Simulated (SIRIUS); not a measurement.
Checks by hand on GaN (P6_3mc, 4 atoms in the cell; from Materials Project mp-804)

```yaml
crystal:
  lattice:
    - [3.18893, 0.00000, 0.00000]
    - [-1.59447, 2.76169, 0.00000]
    - [0.00000, 0.00000, 5.19236]
  atoms:
    - { symbol: Ga, position: [0.66667, 0.33333, 0.49908] }
    - { symbol: Ga, position: [0.33333, 0.66667, 0.99908] }
    - { symbol: N, position: [0.66667, 0.33333, 0.87592] }
    - { symbol: N, position: [0.33333, 0.66667, 0.37592] }
```

Computed with PBE, PseudoDojo 0.5 standard norm-conserving PBE (tails mended) pseudopotentials (plane waves; SIRIUS).

Main settings: parameters.ngridk = 8 8 6; parameters.xc_functionals = [XC_GGA_X_PBE, XC_GGA_C_PBE]; parameters.gk_cutoff = 9.165 1/bohr; parameters.pw_cutoff = 18.331 1/bohr; parameters.smearing = gaussian; parameters.smearing_width = 0.0001 Ha; potentials = PseudoDojo 0.5 standard norm-conserving PBE (tails mended) pseudopotentials; parameters.electronic_structure_method = pseudopotential.

The structure comes from a collection of computed structures, made at another level of theory; the collection holds predicted forms beside known ones.

The cell holds 308.6 bohr³ and the plane-wave cutoff is 84.0 Ry.

How many plane waves does a k-point need, and how does the count grow with the cutoff?

In Rydberg units |k + G|² ≤ E, a sphere of radius √84.0 = 9.165 bohr⁻¹. Each G takes (2π)³/V of reciprocal space, so N = V E^(3/2)/(6π²) = 308.6 × 769.9/59.218 = 4012. The program's largest count at a k-point is 4044; single k-points scatter about the estimate. The count grows as E^(3/2): 20 % more cutoff means 31 % more plane waves.

The cell was also run at V = 45.271 Å³ (F = -4728.23807 eV, P = 7.35 GPa) and V = 46.186 Å³ (F = -4728.26871 eV, P = 3.43 GPa), scaled uniformly; the base has V = 45.728 Å³, P = 5.34 GPa and F₀ = -4728.25618 eV.

Check the pressure against the energies, and estimate the bulk modulus and the volume of zero pressure.

P = −dF/dV ≈ −(-0.03064 eV)/(0.915 Å³) = 0.03349 eV/Å³; times 160.218 GPa per eV/Å³ this is 5.37 GPa, against 5.34 GPa from the stress tensor. B = −V dP/dV ≈ −45.728 × (-3.92 GPa)/(0.915 Å³) = 196 GPa at this volume. The curvature of the energies, B = V (F₊ + F₋ − 2F₀)/(ΔV/2)², gives 195 GPa. To first order the pressure vanishes at V0 ≈ V(1 + P/B) = 46.97 Å³, so all lengths change by about 0.90 %. Shape and fractional positions were held, which usually makes B too large where they are free.

A band-structure run on this density gave a gap of 1.94 eV along the path. From the bottom of the conduction band at Γ toward M, the level moves away from the edge by 0.0821 eV at Δk = 0.0632 Å⁻¹ and by 0.2928 eV at Δk = 0.1264 Å⁻¹. From the top of the valence band at Γ toward M, the level moves away from the edge by 0.0068 eV at Δk = 0.0632 Å⁻¹ and by 0.0274 eV at Δk = 0.1264 Å⁻¹.

Estimate the effective masses, and the wavelength of a photon at the gap.

For a parabola ΔE = ħ²Δk²/(2m*), with ħ²/(2mₑ) = 3.810 eV Å², so m*/mₑ = 3.810 Δk²/ΔE. At the bottom of the conduction band: 3.810 × 0.0632²/0.0821 = 0.19 from the nearer point and 0.21 from the farther. At the top of the valence band: 3.810 × 0.0632²/0.0068 = 2.24 from the nearer point and 2.22 from the farther. Where the two differ the band is not parabolic over this range, and the mass at the edge lies beyond the nearer value. These are masses along one direction, for the outermost band, at this level of theory and without spin-orbit coupling. The gap corresponds to λ = 1239.8 nm eV/1.94 eV = 639 nm; semi-local functionals usually give gaps below the measured ones.

“Tails mended”: in these copies of the files the far tail of each local potential was reset to the Coulomb form.
